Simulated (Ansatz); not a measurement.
Starting cell, ScPt3 (Cu3Au type):

```
ScPt3
1.0
    7.84478     0.00000     0.00000
    3.92239     3.92239     0.00000
    0.00000     0.00000     3.92239
Sc Pt
2 6
Direct
  0.00000   0.00000   0.00000
  0.50000   0.00000   0.00000
  0.00000   0.50000   0.00000
  0.50000   0.50000   0.00000
  0.75000   0.50000   0.50000
  0.25000   0.50000   0.50000
  0.25000   0.00000   0.50000
  0.75000   0.00000   0.50000
```

A phonon eigenvector at M = (0.5, 0.5, 0.0) is frozen into this cell: atom i moves by Q times the vector below, so Q is the largest atomic displacement, in Å. The cell is held. (q is in reciprocal vectors of the primitive cell; the cell shown is doubled to hold the pattern.)

| atom | x | y | z |
|---|---|---|---|
| Pt3 | 0.000 | 0.000 | -1.000 |
| Pt4 | 0.000 | 0.000 | 1.000 |

Atoms not listed stay in place.

Method: LDA (plane waves to 420 eV, PAW, scalar-relativistic; Ansatz, a quantum-chemistry and plane-wave program). k mesh 12×12×12 (Γ-centred), Fermi-Dirac smearing 0.05 eV. Energies are smeared free energies. With partly filled bands, energies and forces of such displacements shift with the k mesh and the smearing. ScPt3 is run without spin polarisation. ScPt3 was relaxed with its symmetry unable to fall. Spin-orbit coupling is left out, though Pt is heavy. ΔE is measured from the undisplaced structure.

```csv
Q (Å),ΔE (meV/cell)
-0.180,456
-0.120,203
-0.060,51
0.000,0
0.060,51
0.120,203
0.180,456
```

Problem. Which DFPT wavenumber at M = (0.5, 0.5, 0.0) belongs to this mode?
(A) 245 cm⁻¹
(B) 140 cm⁻¹
(C) 164 cm⁻¹
(D) 101 cm⁻¹

Solution. B, 140 cm⁻¹. The curvature of the scan gives 140 cm⁻¹

(For displaced atoms, the force is minus the slope of the energy, and its curvature is a force constant, which sets phonon frequencies.)
